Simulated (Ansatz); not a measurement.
**Question.** BAs (rock salt, Fm-3m) is relaxed with plane-wave PAW PBE (Ansatz code). What lattice parameters of the conventional cell result?

**Answer.** a = 4.616 Å.

**Question.** Is it a metal or does it have a gap at this level?

**Answer.** No gap at this level.

The start of the workflow was typed in or built on a structure type; neither database checked (COD, Materials Project) lists it. It is not the phase usual at ambient conditions (space group No. 216). The PBE relaxation kept the symmetry of its start; its stability against distortions is not shown here. Its formation energy is positive at this level, so the cell may be metastable or incomplete. Scalar-relativistic: spin–orbit coupling is off unless named, which matters more the heavier the elements.

Potentials: the earlier of the program's two PAW sets.
